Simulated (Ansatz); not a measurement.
Relaxed TiB$_{2}$ (AlB2 type, space group P6/mmm):

```yaml
crystal:
  lattice:
    - [3.03184, 0.00000, 0.00000]
    - [-1.51592, 2.62565, 0.00000]
    - [0.00000, 0.00000, 3.22428]
  atoms:
    - { symbol: Ti, position: [0.00000, 0.00000, 0.00000] }
    - { symbol: B, position: [0.33333, 0.66667, 0.50000] }
    - { symbol: B, position: [0.66667, 0.33333, 0.50000] }
```

These are PBE (plane waves to 420 eV, PAW, scalar-relativistic; Ansatz, a program for electronic structure) values and carry that method's errors. k mesh 14×14×12 (Γ-centred), Fermi-Dirac smearing 0.05 eV. With partly filled bands, energies and forces of such displacements shift with the k mesh and the smearing. The PAW data are Ansatz's earlier set. TiB2 is run without spin polarisation. TiB2 was relaxed with its symmetry unable to fall.

One atom of the cell was then moved (with its periodic images), all else fixed, and the forces (eV/Å) came out as:

```json
[
 {"atom": "Ti1", "Fx": "3.869", "Fy": "-3.828", "Fz": "0.000"},
 {"atom": "B2", "Fx": "-1.203", "Fy": "1.931", "Fz": "0.000"},
 {"atom": "B3", "Fx": "-2.666", "Fy": "1.897", "Fz": "0.000"}
]
```

### Question
Which atom was moved, and by which vector (Å)?

### Answer
Ti1, by (-0.29, 0.29, 0.00), 0.42 Å in all.

(A displaced cell: forces are minus the slopes of the energy, force constants its curvatures, and phonons follow from these.)
